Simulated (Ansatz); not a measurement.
## Two-dimensional strain map in Os

Computed with DFT PBEsol, scalar-relativistic, plane waves, PAW in Ansatz 0.2.0. Cutoff 420 eV, Γ-centred 20×20×20 k-points, Gaussian smearing of 0.15 eV. Spin–orbit coupling is left out, which can shift energies with elements as heavy as these. No spin polarisation. Energies are free energies at this smearing, counted from the undisturbed cell; pressure is positive in compression.

The starting cell (as given, not relaxed at this level; it stands at -20.1 GPa; this fcc form isn't the usual structure):

```
Os
1.0
     0.00000    1.94500    1.94500
     1.94500    0.00000    1.94500
     1.94500    1.94500    0.00000
Os
1
Cartesian
  0.0000 0.0000 0.0000
```

The cell is strained by p along both x and y and by q along z, fractional coordinates fixed. Points are written (p, q). At -20 GPa the given cell is far from its own equilibrium, so these figures belong to a strongly strained crystal.

p was sampled at -0.030, -0.015, 0.000, 0.015, 0.030 and q at -0.030, -0.015, 0.000, 0.015, 0.030.

Where on the computed points is the energy highest, and how high?

At (0.030, 0.030): 277.6 meV/atom.

Away from (0, 0), which computed point is lowest?

(-0.015, -0.015): -49.6 meV/atom.

The map, in meV/atom:

| p \ q | -0.030 | -0.015 | 0.000 | 0.015 | 0.030 |
| --- | --- | --- | --- | --- | --- |
| -0.030 | -24.1 | -39.4 | -40.9 | -29.4 | -5.6 |
| -0.015 | -47.8 | -49.6 | -38.8 | -16.4 | 17.0 |
| 0.000 | -32.2 | -22.2 | 0.0 | 32.7 | 75.2 |
| 0.015 | 18.1 | 38.3 | 70.4 | 112.6 | 163.7 |
| 0.030 | 98.6 | 127.9 | 168.4 | 218.7 | 277.6 |